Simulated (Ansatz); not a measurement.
One stationary structure of YN. Method: r2SCAN (plane waves to 500 eV, PAW, scalar-relativistic; Ansatz, a first-principles code).

```cif
data_NY
_chemical_formula_sum 'Y1 N1'
_space_group_name_H-M_alt 'P 1'
_space_group_IT_number 1
_cell_length_a 3.46178
_cell_length_b 3.46178
_cell_length_c 3.46178
_cell_angle_alpha 60.000
_cell_angle_beta 60.000
_cell_angle_gamma 60.000
loop_
_space_group_symop_operation_xyz
  'x, y, z'
loop_
_atom_site_label
_atom_site_type_symbol
_atom_site_fract_x
_atom_site_fract_y
_atom_site_fract_z
_atom_site_occupancy
Y1 Y 0.50000 0.50000 0.50000 1
N1 N 0.00000 0.00000 0.00000 1
```

Determine the symmetry and give the standard cell with its independent sites.

Space group Fm-3m (No. 225); a = b = c = 4.896 Å, α = β = γ = 90.00°

| atom | site | symmetry | x | y | z |
|---|---|---|---|---|---|
| Y | 4b | m-3m | 0.5000 | 0.5000 | 0.5000 |
| N | 4a | m-3m | 0.0000 | 0.0000 | 0.0000 |

This is the rock salt type.

Give the shortest distances between elements (the closest pairs, up to four, under 3.6 Å).

N–Y 2.45 Å; Y–Y 3.46 Å; N–N 3.46 Å.

| Property | Value |
|---|---|
| Volume per atom | 14.67 Å³ |
| Band gap | 0.58 eV, indirect (valence top at Γ, conduction bottom at k = (0, -0.5, -0.5)) (no spin-orbit coupling) |
| Smallest direct gap | 0.98 eV at k = (0, -0.5, -0.5) |

No spin polarisation in the result.

Measured for YN: a 4.877 Å (as listed in G. Soto, M.G. Moreno-Armenta, A. Reyes-Serrato, Computational Materials Science (2007)). Computed minus measured — a: r2SCAN +0.4 %. The computed values are for a static lattice.

The run could not lose the symmetry of its start.
